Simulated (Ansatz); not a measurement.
SnSe:
```
CELL_PARAMETERS angstrom
      4.19170     0.00000     0.00000
      0.00000     4.19391     0.00000
      0.00000     0.00000    32.00000
ATOMIC_POSITIONS crystal
  Sn 0.00000 0.94447 0.45799
  Sn 0.50000 0.44447 0.54201
  Se 0.00000 0.94126 0.54156
  Se 0.50000 0.44126 0.45844
```
The layer is periodic in x and y and isolated along z.

Relaxed with LDA.

Task: Tabulate the total density of states from DFT-LDA in the program Ansatz with PAW potentials.

Result: States/eV per cell of 4 atoms, means over 0.25 eV bins, energy of the bin centre from the valence-band maximum.

| E (eV) | total |
|---|---|
| -7.86 | 1.80 |
| -7.61 | 3.08 |
| -7.36 | 3.36 |
| -7.11 | 3.17 |
| -6.86 | 2.27 |
| -6.61 | 0.93 |
| -6.36 | 0.51 |
| -6.11 | 0.44 |
| -5.86 | 0.36 |
| -5.61 | 0.10 |
| -5.36 | 0.61 |
| -5.11 | 0.78 |
| -4.86 | 0.87 |
| -4.61 | 0.88 |
| -4.36 | 1.03 |
| -4.11 | 1.20 |
| -3.86 | 3.81 |
| -3.61 | 4.23 |
| -3.36 | 3.47 |
| -3.11 | 2.76 |
| -2.86 | 2.76 |
| -2.61 | 2.40 |
| -2.36 | 5.34 |
| -2.11 | 4.66 |
| -1.86 | 1.45 |
| -1.61 | 1.11 |
| -1.36 | 1.25 |
| -1.11 | 2.63 |
| -0.86 | 3.37 |
| -0.61 | 2.79 |
| -0.36 | 0.44 |
| -0.11 | 0.12 |
| 0.14 | 0.00 |
| 0.39 | 0.00 |
| 0.64 | 0.11 |
| 0.89 | 0.64 |
| 1.14 | 3.78 |
| 1.39 | 2.87 |
| 1.64 | 1.99 |
| 1.89 | 3.05 |
| 2.14 | 2.84 |
| 2.39 | 2.71 |
| 2.64 | 2.79 |
| 2.89 | 3.08 |
| 3.14 | 3.26 |
| 3.39 | 2.89 |
| 3.64 | 3.15 |
| 3.89 | 3.48 |
| 4.14 | 4.14 |

Space group Pmn2_1 (puckered). A layer that has been made, often on a substrate. The LDA relaxation kept the symmetry of its start; its stability against distortions is not shown here. Scalar-relativistic: spin–orbit coupling is off unless named, which matters more the heavier the elements.

Potentials: the later of the program's two PAW sets.
